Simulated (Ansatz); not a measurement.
Consider the following.

Cr$_{3}$Ge:
```yaml
crystal:
  lattice:
    - [4.54675, 0.00000, 0.00000]
    - [0.00000, 4.54675, 0.00000]
    - [0.00000, 0.00000, 4.54675]
  atoms:
    - { symbol: Cr, position: [0.25000, 0.00000, 0.50000] }
    - { symbol: Cr, position: [0.75000, 0.00000, 0.50000] }
    - { symbol: Cr, position: [0.50000, 0.75000, 0.00000] }
    - { symbol: Cr, position: [0.50000, 0.25000, 0.00000] }
    - { symbol: Cr, position: [0.00000, 0.50000, 0.75000] }
    - { symbol: Cr, position: [0.00000, 0.50000, 0.25000] }
    - { symbol: Ge, position: [0.00000, 0.00000, 0.00000] }
    - { symbol: Ge, position: [0.50000, 0.50000, 0.50000] }
```

This is the r²SCAN-relaxed structure.

All from plane-wave PAW r²SCAN (Ansatz code), unless another level is named. Give the electronic character.

metallic (no gap).

Predict the density of states at the Fermi level.

0.73 states/eV per atom (mean over ±0.08 eV).

What about the formation energy from the elements (no fitted shifts)?

0.085 eV/atom.

Give the gap with spin–orbit coupling.

none (metallic).

Space group Pm-3n (A15 (Cr3Si type)). The first step of the workflow began from a Materials Project structure, measured or hypothetical; the Crystallography Open Database copy checked does not list it. Whether it is the stable phase at ambient conditions was not checked. The cell was relaxed with r²SCAN under the symmetry of its start; whether a distortion lowers the energy is not shown. The run is not spin-polarised. The references are the lowest solids computed at this level, not always the standard phases. Scalar-relativistic: spin–orbit coupling is off unless named, which matters more the heavier the elements.

Potentials: the later of the program's two PAW sets.
